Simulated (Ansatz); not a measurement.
With r²SCAN in the plane-wave PAW code Ansatz, GaSb in the hexagonal phase (P6_222; Ga on 3d, Sb on 3c) relaxes to a = 4.367 Å, c = 9.495 Å. Its formation energy from the elements is -0.065 eV/atom, with no fitted shifts.

Electronic character: no gap, with almost no states at the Fermi level (zero-gap or semimetallic).

An equation-of-state fit gives a bulk modulus of 56.3 GPa. Bader charges are Ga +0.34, Sb -0.34 e.

The start of the workflow was typed in or built on a structure type; neither database checked (COD, Materials Project) lists it. It is not the phase usual at ambient conditions (space group No. 216). The r²SCAN relaxation kept the symmetry of its start; its stability against distortions is not shown here. A small band overlap can be real or an error of a semilocal functional. The references are the lowest solids computed at this level, not always the standard phases. Spin–orbit coupling is left out wherever it is not named.

Potentials: the later of the program's two PAW sets.
